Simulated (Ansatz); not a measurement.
All numbers below come from DFT PBE, scalar-relativistic, plane waves, PAW in Ansatz. Cutoff 420 eV, Γ-centred meshes of about 0.25 Å⁻¹ or finer for metals and 0.3 Å⁻¹ for insulators (2π included), Gaussian smearing. No spin polarisation.

These are static total energies at zero pressure.

Compare these two cells of Cd4Se3, each relaxed at this level.

A.

```cif
data_structure
_symmetry_space_group_name_H-M 'P-43m'
_symmetry_Int_Tables_number 215
_cell_length_a 5.7927
_cell_length_b 5.7927
_cell_length_c 5.7927
_cell_angle_alpha 90.000
_cell_angle_beta 90.000
_cell_angle_gamma 90.000
_cell_volume 194.38
loop_
_atom_site_label
_atom_site_type_symbol
_atom_site_symmetry_multiplicity
_atom_site_Wyckoff_symbol
_atom_site_fract_x
_atom_site_fract_y
_atom_site_fract_z
_atom_site_occupancy
Cd1 Cd 4 e 0.70755 0.70755 0.70755 1
Se1 Se 3 d 0.00000 0.00000 0.50000 1
```

B.

```cif
data_structure
_symmetry_space_group_name_H-M 'P-3m1'
_symmetry_Int_Tables_number 164
_cell_length_a 4.0792
_cell_length_b 4.0792
_cell_length_c 12.4917
_cell_angle_alpha 90.000
_cell_angle_beta 90.000
_cell_angle_gamma 120.000
_cell_volume 180.01
loop_
_atom_site_label
_atom_site_type_symbol
_atom_site_symmetry_multiplicity
_atom_site_Wyckoff_symbol
_atom_site_fract_x
_atom_site_fract_y
_atom_site_fract_z
_atom_site_occupancy
Cd1 Cd 2 c 0.00000 0.00000 0.39139 1
Cd2 Cd 2 d 0.66667 0.33333 0.86885 1
Se1 Se 2 d 0.66667 0.33333 0.26483 1
Se2 Se 1 a 0.00000 0.00000 0.00000 1
```

**Question.** Which form is favoured at zero pressure, and by what margin per atom?

**Answer.** B is lower, by 74 meV/atom. A has space group P-43m (No. 215), 27.8 Å³/atom and a gap of 0.32 eV on its mesh; B has space group P-3m1 (No. 164), 25.7 Å³/atom and no gap. Counting Se atoms around Cd (those within 1.25 times the shortest such distance or 1.15 times the sum of covalent radii; a slash parts the counts of unlike sites), A has Cd 3 and B has Cd 3/6. The denser one is the lower, and pressure would at first widen the difference. In A, around Cd lie 3 Se at 2.68 Å; around Se lie 4 Cd at 2.68 Å. In B, around Cd on its first site lie 1 Cd at 2.71 Å and 3 Se at 2.84 Å; Cd on its second site has 6 Se at 2.87–2.89 Å; Se on a site of symmetry 3m has 6 Cd at 2.84–2.89 Å; 1 more site not described. Both come from trial cells of a structure search, whose lowest cell (P1, 32.1 Å³/atom) lies 47 meV/atom below the lower of the two.

Kohn–Sham gaps at this level usually fall short of measured ones. The zero gap of P-3m1 may come from the functional, which often closes small gaps, or the cell may be a true semimetal. Small gaps are read on the mesh alone, and bands can cross between its points. With atoms moved at random, A (by 60 meV/atom) fell into a lower structure and B came back. Some candidate types were left out of the draw beforehand, so a known form may be missing.
